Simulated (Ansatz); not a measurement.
# HfN: clamped-ion strain scan

Level of theory: Ansatz, DFT PBEsol, scalar-relativistic, plane waves, PAW. Cutoff 420 eV, Γ-centred 22×22×22 k-points, Gaussian smearing of 0.15 eV. Spin–orbit coupling is left out, which can shift energies with elements as heavy as these. No spin polarisation. Energies are free energies at this smearing, counted from the undisturbed cell; pressure is positive in compression.

Zero of the scan (relaxed at this level; this zinc-blende form isn't the usual structure):

```
CELL_PARAMETERS angstrom
0.00000 2.43353 2.43353
2.43353 0.00000 2.43353
2.43353 2.43353 0.00000
ATOMIC_POSITIONS crystal
Hf 0.00000 0.00000 0.00000
N 0.75000 0.75000 0.75000
```

The cell is strained by ε times the Voigt pattern (1, 0, 0, 0, 0, 0) (xx, yy, zz, yz, xz, xy; engineering shear) with fractional coordinates fixed. The cell is metallic on the mesh throughout.

```json
{"ε": "-0.1500", "ΔE (meV/atom)": "332.4"}
{"ε": "-0.0750", "ΔE (meV/atom)": "80.8"}
{"ε": "0.0000", "ΔE (meV/atom)": "0.0"}
{"ε": "0.0375", "ΔE (meV/atom)": "18.6"}
{"ε": "0.1125", "ΔE (meV/atom)": "156.9"}
```